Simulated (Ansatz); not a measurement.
GeS2 in space group P3_221 (No. 154; Ge on 3b, S on 6c) at seven volumes, PBEsol in the plane-wave PAW code Ansatz, shape and atoms relaxed at each. One row is withheld.

```csv
V (Å³/atom),P (GPa)
20.536,3.19
21.213,1.94
21.890,0.89
22.567,0.00
23.245,-0.74
23.922,?
24.599,-1.92
```

**Question.** Fit the shown pressures and predict the withheld one.

**Answer.** Third-order Birch–Murnaghan: P = (3/2)B₀(x^(7/2) − x^(5/2))[1 + (3/4)(B′ − 4)(x − 1)] with x = (V₀/V)^(2/3). Least squares on the six rows gives V₀ = 22.570 Å³/atom, B₀ = 27.14 GPa, B′ = 4.61. At V = 23.922, x = 0.9620 and P = -1.38 GPa. The run itself gave -1.38 GPa.

The start of the workflow was typed in or built on a structure type; neither database checked (COD, Materials Project) lists it. COD files the formula under space group No. 14, 43, 82, 122, 217. Whether it is the stable phase at ambient conditions was not checked. Symmetry was held in the PBEsol relaxation; its stability against distortions is not shown here. The volume moved by -23 % from the start of the relaxation.

Potentials: the earlier of the program's two PAW sets. The files were generated under PBE; for other functionals the program regenerates the frozen cores, and for LDA and PBEsol the local potential too.
